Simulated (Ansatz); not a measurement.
A geometry of TiB2 away from equilibrium: step 2 of the relaxation of a relaxed TiB2 cell displaced along its unstable phonon at q = (½, 0, 0) of its primitive reciprocal cell (92i cm⁻¹), largest move 0.15 Å. All values below come from r2SCAN (plane waves to 500 eV, PAW, scalar-relativistic; Ansatz, a program for electronic structure). Γ-centred k-mesh 6×11×11 on the run's cell (coarser than for final values), Fermi–Dirac smearing 0.05 eV.

```xyz
6
Lattice="-0.0337 5.0764 5.0591 2.5528 -0.0246 2.5373 2.5361 2.5293 -0.0079" Properties=species:S:1:pos:R:3:forces:R:3 pbc="T T T" free_energy=-5631.181 pressure_GPa=0.0
Ti     0.0424    -0.0792     0.1267    0.0153   -0.0522    0.1221
Ti     2.4936     2.5928     4.9402   -0.0153    0.0522   -0.1221
B      1.3201     1.1751     1.4239    0.0765    0.0175    0.6412
B      1.2039     3.8943     3.6751   -0.0099    0.2174    0.1934
B      3.7520     3.8678     3.6351   -0.0765   -0.0175   -0.6412
B      3.8345     6.2249     6.4429    0.0099   -0.2174   -0.1934
```

Positions in Å, forces in eV/Å, free energy of the cell in eV (comparable only within this code, potentials and settings). Largest force: 0.65 eV/Å, on B3, B5 (atoms numbered as listed); the geometry lies 1.35 eV/atom above the end of its relaxation.

No spin polarisation in the result.

The run could not lose the symmetry of its start: the end is stationary, and may be a saddle point rather than a minimum.

The end of the path is a generated cell of TiB2: the first start was made by placing the elements on the sites of a structure type, and the end was not matched to a known phase here, so it may be hypothetical. Known forms of TiB2 include space group No. 191.
